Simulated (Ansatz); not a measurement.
MgS (rock salt), relaxed with PBEsol (Ansatz, an electronic-structure program, plane waves, PAW): a = b = c = 5.182 Å, α = β = γ = 90.00°.

* **gap (eV)**: 2.73
* **B₀ by P(V) fit (GPa)**: 78.1

### Question
The same phase is relaxed and computed with HSE06 in the same code. What are the cell and these values now?

### Answer
a = 5.1941 Å, b = 5.1941 Å, c = 5.1941 Å, α = 90.00°, β = 90.00°, γ = 90.00°.

gap (eV): 3.82
B₀ by P(V) fit (GPa): 80.0

All cells were relaxed under the symmetry of their starts (and spin orders); stability against distortions was not tested throughout.

Potentials: the later of the program's two PAW sets.

Ansatz is a plane-wave DFT program.
